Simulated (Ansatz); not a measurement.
Pb, one cell by several methods

```
Pb
1.0
     0.03439    3.45620    3.45620
     3.45620    0.03439    3.45620
     3.45620    3.45620    0.03439
Pb
2
Cartesian
  0.0000 0.0000 0.0000
  1.7367 1.7367 1.7367
```

Atom numbers follow the list: Pb1, Pb2.

The conventional cell has a = 4.839 Å, b = 4.839 Å, c = 12.032 Å, α = 90.00°, β = 90.00°, γ = 120.00°. Pb (atom 1) is surrounded by 4 Pb at 2.97 to 3.01 Å.

The cell is the one relaxed in the Materials Project (mp-1247117), not relaxed further here; entries there can be hypothetical. The listed cell was then made from it by scaling, straining or moving an atom.

No spin–orbit coupling, which matters for the heavy atoms here.

Levels of theory: DFT, LDA, PAW with Ansatz's default frozen-core files, scalar-relativistic (Ansatz 0.2.0); DFT, LDA, all-electron PAW with datasets made for the crystal, scalar-relativistic (Ansatz 0.2.0); DFT, LDA, all-electron LAPW, scalar-relativistic (Ansatz 0.2.0).

For PAW: a Γ-centred 8×8×8 k mesh, Fermi–Dirac smearing of 0.05 eV, cutoff 420 eV, no spin polarisation; the PAW files were made with PBE, and the program remakes their frozen cores for this functional. The crystal-made all-electron datasets (AE datasets) take a cutoff of 240 eV at this cell. LAPW targets a basis error of 0.25 meV/atom. The Ansatz runs share mesh, smearing and spin set-up. Plane-wave (PAW) pressures include the program's estimate of the Pulay term.

Stress and pressure are positive in compression.

The change that made this cell: equal xy, yz and zx engineering shear strains of +1 %.

Spin–orbit coupling is left out, which moves gradients at and beside heavy atoms by some per cent and at worst by a factor of two.

In a metal, gradients converge slowly with the k mesh: the values move by tens of per cent from one mesh to another, at times in sign, so only the comparison on one mesh counts.

```json
{"quantity": "pressure (GPa)", "PAW": "-0.73", "AE datasets": "-0.72", "LAPW": "-0.72"}
{"quantity": "stress yz (GPa)", "PAW": "-0.33", "AE datasets": "-0.33", "LAPW": "-0.33"}
{"quantity": "stress xz (GPa)", "PAW": "-0.33", "AE datasets": "-0.33", "LAPW": "-0.33"}
{"quantity": "stress xy (GPa)", "PAW": "-0.33", "AE datasets": "-0.33", "LAPW": "-0.33"}
{"quantity": "force on Pb1, x (eV/Å)", "PAW": "0.060", "AE datasets": "0.060", "LAPW": "0.060"}
{"quantity": "field gradient Vzz at Pb1 (10²¹ V/m²)", "PAW": "2.61", "AE datasets": "2.60", "LAPW": "–"}
```

PAW's pressure differs from the LAPW value by about 0.01 GPa or less. Datasets made for the crystal and LAPW share parts of one code, so their agreement isn't an independent check.
